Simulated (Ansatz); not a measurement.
A geometry of Ge away from equilibrium: the start of the relaxation of a generated cell, Ge placed in the lonsdaleite structure type. These are r2SCAN (plane waves to 500 eV, PAW, scalar-relativistic; Ansatz, a program for electronic structure) values and carry that method's errors. Γ-centred k-mesh 7×7×4 on the run's cell (coarser than for final values), Fermi–Dirac smearing 0.05 eV.

```xyz
4
Lattice="3.9280 0.0000 0.0000 -1.9640 3.4017 0.0000 0.0000 0.0000 6.5513" Properties=species:S:1:pos:R:3:forces:R:3 pbc="T T T" free_energy=-17211.508 pressure_GPa=3.4
Ge     0.0000     2.2678     0.3928    0.0000    0.0000    0.5761
Ge     1.9640     1.1339     3.6684    0.0000    0.0000    0.5761
Ge     1.9640     1.1339     6.1586    0.0000    0.0000   -0.5761
Ge     0.0000     2.2678     2.8829    0.0000    0.0000   -0.5761
```

Positions in Å, forces in eV/Å, free energy of the cell in eV (comparable only within this code, potentials and settings). Largest force: 0.58 eV/Å, on Ge1, Ge2, Ge3, Ge4 (atoms numbered as listed); the geometry lies 0.02 eV/atom above the end of its relaxation.

No spin polarisation in the result.

The run could not lose the symmetry of its start; a randomly shaken copy of 8 atoms returns to this structure.

The end of the path is a generated cell of Ge: the first start was made by placing the elements on the sites of a structure type, and the end was not matched to a known phase here, so it may be hypothetical. Known forms of Ge include space group No. 227.
